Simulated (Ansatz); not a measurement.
ZnS (zinc blende)

Space group F-43m (No. 216); a = 5.357 Å, b = 5.357 Å, c = 5.357 Å, α = 90.00°, β = 90.00°, γ = 90.00°

```tsv
atom	site	symmetry	x	y	z
S	4d	-43m	0.7500	0.7500	0.7500
Zn	4a	-43m	0.0000	0.0000	0.0000
```
(The calculation used a cell of 2 atoms; values per cell refer to that cell.)

Two coordinates are scanned: the volume, and the ratio of the stretch along z (the conventional c axis) to the stretch across it. Atoms keep their fractional coordinates.

Level of theory: PBEsol (plane waves to 420 eV, PAW, scalar-relativistic; Ansatz, a program for electronic structure). k mesh 11×11×11 (Γ-centred), Fermi-Dirac smearing 0.05 eV. Energies are smeared free energies. ZnS was relaxed with its symmetry unable to fall. ΔE is measured from the relaxed starting cell.

| ΔE (eV/atom) | V/V₀ = 0.960 | V/V₀ = 0.980 | V/V₀ = 1.000 | V/V₀ = 1.020 | V/V₀ = 1.040 |
|---|---|---|---|---|---|
| (c/a)/(c/a)₀ = 0.920 | 0.0177 | 0.0120 | 0.0106 | 0.0128 | 0.0185 |
| (c/a)/(c/a)₀ = 0.960 | 0.0106 | [?] | 0.0027 | [?] | 0.0099 |
| (c/a)/(c/a)₀ = 1.000 | 0.0081 | 0.0020 | 0.0000 | 0.0018 | 0.0071 |
| (c/a)/(c/a)₀ = 1.040 | 0.0107 | [?] | 0.0027 | [?] | 0.0100 |
| (c/a)/(c/a)₀ = 1.080 | 0.0184 | 0.0126 | 0.0110 | 0.0132 | 0.0188 |

**Question.** Complete the blanks.

**Answer.** 
- (c/a)/(c/a)₀ = 0.960, V/V₀ = 0.980: 0.0045
- (c/a)/(c/a)₀ = 0.960, V/V₀ = 1.020: 0.0046
- (c/a)/(c/a)₀ = 1.040, V/V₀ = 0.980: 0.0046
- (c/a)/(c/a)₀ = 1.040, V/V₀ = 1.020: 0.0047

(Under strain, the slope of the energy per volume gives the stress and its curvature an elastic modulus.)
